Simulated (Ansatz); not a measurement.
These are results of DFT PBE, scalar-relativistic, plane waves, PAW (Ansatz), not measurements. All cells share a 420 eV cutoff and Γ-centred k meshes spaced about 0.3 Å⁻¹ or finer (0.25 for metals, 2π included). Collinear spin in cells that started with moments and kept them past the coarse steps, no spin elsewhere.

All energies are static (0 K, no zero-point motion). All come from trial cells, and lower structures may exist.

Question: Order these relaxed structures of SrTi2O4 by energy, lowest first, with the energy over the lowest of them.
A.

```
CELL_PARAMETERS angstrom
4.99148 0.00000 0.00000
0.00000 3.07740 0.00000
-0.02528 0.00000 6.05427
ATOMIC_POSITIONS crystal
Sr 0.00000 0.00000 0.50000
Ti 0.50000 0.50000 0.00000
Ti 0.00000 0.00000 0.00000
O 0.84385 0.50000 0.80221
O 0.15615 0.50000 0.19779
O 0.66289 0.00000 0.18285
O 0.33711 0.00000 0.81715
```

B.

```
CELL_PARAMETERS angstrom
1.58959 -4.95547 0.00000
1.58959 4.95547 0.00000
0.00000 0.00000 10.27477
ATOMIC_POSITIONS crystal
Sr 0.38107 0.61893 0.25000
Sr 0.61893 0.38107 0.75000
Ti 0.87577 0.12423 0.93764
Ti 0.87577 0.12423 0.56236
Ti 0.12423 0.87577 0.43764
Ti 0.12423 0.87577 0.06236
O 0.92504 0.07496 0.75000
O 0.23691 0.76309 0.89980
O 0.23691 0.76309 0.60020
O 0.07496 0.92504 0.25000
O 0.76309 0.23691 0.39980
O 0.76309 0.23691 0.10020
O 0.50000 0.50000 0.00000
O 0.50000 0.50000 0.50000
```

C.

```
CELL_PARAMETERS angstrom
0.00000 4.52337 4.52337
4.52337 0.00000 4.52337
4.52337 4.52337 0.00000
ATOMIC_POSITIONS crystal
Sr 0.75000 0.75000 0.75000
Sr 0.50000 0.50000 0.50000
Ti 0.12500 0.12500 0.62500
Ti 0.62500 0.12500 0.12500
Ti 0.12500 0.62500 0.12500
Ti 0.12500 0.12500 0.12500
O 0.89621 0.89621 0.89621
O 0.89621 0.31137 0.89621
O 0.31137 0.89621 0.89621
O 0.35379 0.35379 0.93863
O 0.89621 0.89621 0.31137
O 0.35379 0.93863 0.35379
O 0.93863 0.35379 0.35379
O 0.35379 0.35379 0.35379
```

Answer: B (0 meV/atom), A (99 meV/atom), C (111 meV/atom). Forms: B Cmcm; A P2/m; C spinel type, Fd-3m. Counting O atoms around Sr and Ti (those within 1.25 times the shortest such distance or 1.15 times the sum of covalent radii, 1.27 where that leaves under three; a plus sign parts nearer from farther groups): B has Sr 6+3, Ti 6; A has Sr 6, Ti 6; C has Sr 4, Ti 6.

The k mesh leaves some 4 meV/atom of noise in the energy of each metallic cell. In such compounds of Ti a zero gap at this level may well be an artefact, since no Hubbard U is applied. With atoms moved at random, Cmcm and P2/m came back. Without a clear test, and held by symmetry: Fd-3m. Some types were kept out of the candidates beforehand, so the set may lack a known form.
